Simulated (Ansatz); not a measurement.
Input:

BN:
Space group P6₃/mmc (No. 194); a = 2.4988 Å, b = 2.4988 Å, c = 6.6009 Å, α = 90.00°, β = 90.00°, γ = 120.00°

```json
[
 {"atom": "B", "site": "2c", "symmetry": "-6m2", "x": "0.3333", "y": "0.6667", "z": "0.2500"},
 {"atom": "N", "site": "2d", "symmetry": "-6m2", "x": "0.6667", "y": "0.3333", "z": "0.2500"}
]
```

This is the r²SCAN+D4-relaxed structure.

Task: All from DFT-r²SCAN+D4 in the program Ansatz with PAW potentials, unless another level is named. Predict the electron effective mass.

Result: 0.25, 2.0, 3.4 mₑ (principal values).

Task: What about the HSE06 gap on the r²SCAN+D4 cell?

Result: 5.54 eV.

Task: And the smallest direct gap on the standard path?

Result: 5.27 eV.

Task: Next, the conduction-band minimum?

Result: at M (3 equivalent valleys).

Space group P6_3/mmc. The cell was relaxed with r²SCAN+D4 under the symmetry of its start.

Potentials: the later of the program's two PAW sets.
